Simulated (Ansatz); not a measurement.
This Si4Cl structure is the end of a relaxation. The cell was found from a structure generator's guess, not taken from experiment.

These are results of Ansatz 0.2.0, DFT PBE, scalar-relativistic, plane waves, PAW, not measurements. Cutoff 420 eV, Γ-centred mesh, Gaussian smearing, no spin polarisation.

```xyz
5
Lattice="3.3834 0.0000 0.0000 0.0000 3.3834 0.0000 0.0000 0.0000 9.7943" Properties=species:S:1:pos:R:3 pbc="T T T"
Si    1.6917    1.6917    4.8972
Si    1.6917    1.6917    0.0000
Si    1.6917    1.6917    7.2075
Si    1.6917    1.6917    2.5869
Cl    0.0000    0.0000    0.0000
```

Energies over the elements count from the elements' standard structures at the same level (Cl₂ as a molecule), with no fitted energy shifts.

(1) Find its symmetry and describe it.

(2) How far does it lie from the elements in energy?

(3) Is it a metal?

## Answers

(1) P4/mmm (No. 123). Conventional cell: a = 3.383 Å, c = 9.794 Å. Si on a site of symmetry 4/mmm has 2 Si at 2.31 Å; Si on a second site of symmetry 4/mmm has 4 Cl at 2.39 Å and 2 Si at 2.59 Å; Si on a site of symmetry 4mm has 1 Si at 2.31 Å and 1 Si at 2.59 Å; around Cl lie 4 Si at 2.39 Å.

(2) +0.93 eV/atom. A positive value: parting into the elements would lower its energy.

(3) Yes, bands cross the Fermi level on the 12×12×4 mesh.

The last run used a 12×12×4 mesh (in the run's order of axes) for its 5-atom cell and Gaussian smearing of 0.10 eV. The cell is a metal run without spin; a magnetic state may lie lower. A structure relaxed within its symmetry needn't be a true minimum. Another cell of Si4Cl relaxed alike, in P-1, lies 0.87 eV/atom lower, so this cell isn't the stable form at this level.
